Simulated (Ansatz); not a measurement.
Given:

TaGeO₃:
```cif
data_GeO3Ta
_chemical_formula_sum 'Ta1 Ge1 O3'
_space_group_name_H-M_alt 'P 1'
_space_group_IT_number 1
_cell_length_a 4.05767
_cell_length_b 4.05767
_cell_length_c 3.93443
_cell_angle_alpha 90.000
_cell_angle_beta 90.000
_cell_angle_gamma 90.000
loop_
_space_group_symop_operation_xyz
  'x, y, z'
loop_
_atom_site_label
_atom_site_type_symbol
_atom_site_fract_x
_atom_site_fract_y
_atom_site_fract_z
_atom_site_occupancy
Ta1 Ta 0.50000 0.50000 0.51803 1
Ge1 Ge 0.00000 0.00000 0.19835 1
O1 O 0.00000 0.50000 0.48331 1
O2 O 0.50000 0.00000 0.48331 1
O3 O 0.50000 0.50000 0.00719 1
```

This is the PBEsol-relaxed structure.

All from PBEsol in the plane-wave PAW code Ansatz, unless another level is named. Predict the bulk modulus (Birch–Murnaghan fit).

174 GPa.

What about the highest zone-centre frequency?

603 cm^-1.

Space group P4mm. The start of the workflow was typed in or built on a structure type; neither database checked (COD, Materials Project) lists it. Its standing as an ambient phase is unchecked. Symmetry was held in the PBEsol relaxation. At this level the phase is dynamically unstable (imaginary phonons). No spin polarisation was allowed. As this level gives no gap, phonon frequencies hold no LO–TO term and depend on the k-mesh and smearing (Fermi–Dirac, 0.1 eV here). Spin–orbit coupling is left out wherever it is not named.

Potentials: the later of the program's two PAW sets.
